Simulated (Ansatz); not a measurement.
MgS (rocksalt) at its r2SCAN geometry, in the plane-wave code Ansatz. The base run uses PBEsol on a modest mesh; each further run changes one setting, sensibly or not. Doubtful ones may also carry a cap on iterations. All numbers are computed, and spin polarisation is off unless an edit sets a moment.

Base input:
```yaml
crystal:
  lattice:
    - [0.0, 2.6015179373, 2.6015179373]
    - [2.6015179373, 0.0, 2.6015179373]
    - [2.6015179373, 2.6015179373, 0.0]
  atoms:
    - { symbol: Mg, position: [0.0, 0.0, 0.0] }
    - { symbol: S, position: [0.5, 0.5, 0.5] }
kpoints:
  mp_grid: { grid: [6, 6, 6] }
hamiltonian:
  xc: pbesol
scf:
  occupations: { method: fixed }
  n_extra_bands: 4
output:
  forces: true
  stress: true
  eigenvalues: true
```

Base results:
```
Basis set: ecut = 420 eV, 701 PW (Γ)
Symmetry: 48 space group operations
Space group: Fm-3m (ITA 225)
k-points: 16 of 216
SCF converged after 6 iterations
Free energy (F): -2799.913478 eV
Fermi energy:    6.338553 eV
--- Stress (GPa, compression-positive) ---
       -0.896978       0.000000       0.000000
        0.000000      -0.896978       0.000000
        0.000000       0.000000      -0.896978
  P = ⅓ Tr σ = -0.8970 GPa (-8.970 kbar)
--- Band table (eV; the first three rows and the last of 16) ---
  k-point 0: bands = […, -34.9269, -34.9269, -6.3430, 6.3386, 6.3386, 6.3386, 9.9323, 14.1499, 14.1499, 14.1499]
  k-point 1: bands = […, -34.9271, -34.9271, -6.0747, 4.6819, 6.1671, 6.1671, 11.0334, 13.8576, 14.4197, 14.4197]
  k-point 2: bands = […, -34.9276, -34.9276, -5.4260, 2.4486, 5.8711, 5.8711, 10.9724, 13.5634, 13.5634, 15.6014]
  k-point 15: bands = […, -34.9303, -34.9295, -4.6045, 2.5339, 3.7186, 4.0942, 10.6847, 12.4133, 15.3913, 15.9929]
```
The gap over this mesh is 2.700 eV.

Run as `ansatz run input.yaml --threads 4 --pin off --max-ram 3686MiB --backend cpu --events-out ev --progress --plain --runs-dir out`.

One of the further runs printed
```
SCF converged after 7 iterations
Free energy (F): -2740.350998 eV
Fermi energy:    6.321910 eV
--- Stress (GPa, compression-positive) ---
      -34.328937       0.000000       0.000000
        0.000000     -34.328937       0.000000
        0.000000       0.000000     -34.328937
  P = ⅓ Tr σ = -34.3289 GPa (-343.289 kbar)
--- Band table (eV; the first three rows and the last of 16) ---
  k-point 0: bands = […, -43.4023, -43.4023, -6.2857, 6.3219, 6.3219, 6.3219, 9.3812, 14.6030, 14.6030, 14.6030]
  k-point 1: bands = […, -42.7012, -42.7012, -5.9887, 4.5827, 6.2018, 6.2018, 10.6666, 14.1274, 14.6708, 14.6708]
  k-point 2: bands = […, -39.5488, -39.0441, -5.2867, 2.3018, 6.0182, 6.0182, 10.9914, 13.6562, 13.6562, 15.1711]
  k-point 15: bands = […, -40.8381, -40.7900, -4.4285, 2.4395, 3.6446, 3.8856, 10.0396, 12.8576, 15.2640, 16.4789]
```

**Question.** Which setting had been changed?
A. basis.xc_grid: 1
B. basis.ecutwfc: 120
C. hamiltonian.pseudopotentials: paw, source ansatz
D. scf.occupations: cold 1.5

**Answer.** B. 113 plane waves in place of 701. The free energy moves by +29781 meV an atom, the mean stress by -33.43 GPa and the gap on the mesh by -0.905 eV (to 1.795). The basis is too small: these are errors of the cutoff.

**Question.** What happens with this change?
```yaml
scf:
  mixing: { beta: 1.0 }
  max_iter: 72
```

**Answer.** It converges in 6 iterations, as the base does. The result is the base's, as it should be for a key that only affects how the solution is found.

**Question.** These lines are set or replaced. What follows?
```yaml
basis:
  ecutwfc: 200
```

**Answer.** 229 plane waves in place of 701. The free energy moves by +1055 meV an atom, the mean stress by +0.01 GPa and the gap on the mesh by +0.036 eV (to 2.737). The basis is too small: these are errors of the cutoff.
```
Warning: basis.ecutwfc = 200 eV is below the records' recommended 420 eV, and the density's cutoff is lower with it unless basis.ecutrho_ratio is high enough to keep the records' density cutoff: compare with a run at a higher cutoff
Basis set: ecut = 200 eV, 229 PW (Γ)
SCF converged after 6 iterations
Free energy (F): -2797.803974 eV
Fermi energy:    6.343518 eV
--- Stress (GPa, compression-positive) ---
       -0.888516       0.000000       0.000000
        0.000000      -0.888516       0.000000
        0.000000       0.000000      -0.888516
  P = ⅓ Tr σ = -0.8885 GPa (-8.885 kbar)
--- Band table (eV; the first three rows and the last of 16) ---
  k-point 0: bands = […, -35.6942, -35.6942, -6.2855, 6.3435, 6.3435, 6.3435, 10.0137, 14.2551, 14.2551, 14.2551]
  k-point 1: bands = […, -35.7009, -35.6368, -6.0203, 4.6952, 6.1662, 6.1662, 11.0868, 13.9480, 14.5434, 14.5434]
  k-point 2: bands = […, -35.6768, -35.6651, -5.3671, 2.4577, 5.8768, 5.8768, 11.0338, 13.6458, 13.6458, 15.6307]
  k-point 15: bands = […, -35.6768, -35.6270, -4.5256, 2.5273, 3.7147, 4.0947, 10.7333, 12.5116, 15.4918, 16.0822]
```

**Question.** What happens with this change?
```yaml
scf:
  max_iter: 3
```

**Answer.** No converged result was reached. It stopped after 3 iterations; the base needs 6. Nothing that it printed is a property of the solid.
```
SCF iter   1: HF=-2799.916140 eV  Δρ=4.05e-3  dr2=8.23e-3
SCF iter   2: HF=-2799.913446 eV  Δρ=1.09e-3  dr2=2.16e-4
SCF iter   3: HF=-2799.913462 eV  Δρ=4.46e-4  dr2=4.39e-5
```
```
Error: did not converge after 3 iterations: dr2 = 4.39e-5 (threshold 1.00e-7), under the density mixer `msr1`, which `scf.mixing.algorithm: auto` chose by the deck's other keys (type `scf.mixing.algorithm: msr1` to keep it) […]
```

**Question.** These lines are set or replaced. What follows?
```yaml
hamiltonian:
  xc: mr2scan
```

**Answer.** The cutoff follows the functional, from 420 to 500 eV. The mean stress moves by +0.92 GPa and the gap on the mesh by +0.761 eV (to 3.461). It's another functional on the same cell, so totals aren't comparable.
```
Basis set: ecut = 500 eV, 893 PW (Γ)
SCF converged after 6 iterations
Free energy (F): -2835.574112 eV
Fermi energy:    6.162327 eV
--- Stress (GPa, compression-positive) ---
        0.024819       0.000000       0.000000
        0.000000       0.024819       0.000000
        0.000000       0.000000       0.024819
  P = ⅓ Tr σ = 0.0248 GPa (0.248 kbar)
```

**Question.** What happens with this change?
```yaml
scf:
  max_iter: 75
basis:
  ecutrho_ratio: 12
```

**Answer.** Energy, stress and gap stay within 1 meV an atom, 0.1 GPa and 0.005 eV of the base. The result hardly depends on this setting here.
